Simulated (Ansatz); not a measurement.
Given:

Tl (hcp, Mg type), conventional cell a = b = 3.6075 Å, c = 5.5767 Å, α = β = 90.00°, γ = 120.00°. The calculation uses the primitive cell of 2 atoms, to which meshes and values per cell refer.

This relaxed cell (volume V₀) is scaled evenly in all directions, its shape held. Symmetry pins the atoms to their sites.

Method: PBE (plane waves to 420 eV, PAW, scalar-relativistic; Ansatz, an electronic-structure program). k mesh 15×15×9 (Γ-centred), Fermi-Dirac smearing 0.05 eV. E stands for the smeared free energy. Compression counts positive. With the shape held, the modulus is that of even scaling; a crystal free to change shape is softer. Spin-orbit coupling is left out, though Tl is heavy. The PAW data are Ansatz's earlier set. The relaxed volume of Tl is well above the measured one; the method has no dispersion term. Tl was relaxed with its symmetry unable to fall. The zero of ΔE is the relaxed starting cell.

The scan covers V/V₀ from 0.840 to 1.160 in 13 points.

**Question.** What is ΔE at V/V₀ = 0.840?

**Answer.** 98 meV/atom.

**Question.** What pressure does the cell carry at V/V₀ = 0.840?

**Answer.** 7.5 GPa.

**Question.** What is ΔE at V/V₀ = 1.160?

**Answer.** 47 meV/atom.

(Under strain, the slope of the energy per volume gives the stress and its curvature an elastic modulus.)
